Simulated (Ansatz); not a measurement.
Input and command of a plane-wave DFT calculation in Ansatz:

```yaml
crystal:
  lattice:
    - [0.0, 2.72185119, 2.72185119]
    - [2.72185119, 0.0, 2.72185119]
    - [2.72185119, 2.72185119, 0.0]
  atoms:
    - { symbol: Si, position: [0.75, 0.75, 0.75] }
    - { symbol: Si, position: [0.5, 0.5, 0.5] }
basis:
  ecutwfc: 420
kpoints:
  mp_grid: { grid: [8, 8, 8] }
hamiltonian:
  xc: hse06
scf:
  occupations: { method: gaussian, width: 0.02 }
output:
  forces: true
  stress: true
  eigenvalues: true
relax:
  adjacent_minimum: "off"
  f_tol: 0.005
  max_steps: 80
  cell: { stress_tol: 0.05 }
```

```bash
ansatz run input.yaml --threads 8 --pin off --max-ram 20480MiB --backend cpu --events-out ev --progress --plain --runs-dir out
```

Processor: Intel(R) Xeon(R) Processor @ 2.50GHz (Skylake/Cascade Lake), 8 threads, on a host shared with other jobs.

Task: How long does it run, and how much memory does it take?

Result: About 120 s on 8 threads of Intel(R) Xeon(R) Processor @ 2.50GHz (Skylake/Cascade Lake), on a shared host, peak memory 1.4 GiB. It solves 8 bands at 29 k points (the mesh reduced by the symmetry that the task leaves, which can be less than the crystal's) with about 749 plane waves (on the last cell), in 29 SCF iterations over 3 ionic steps.
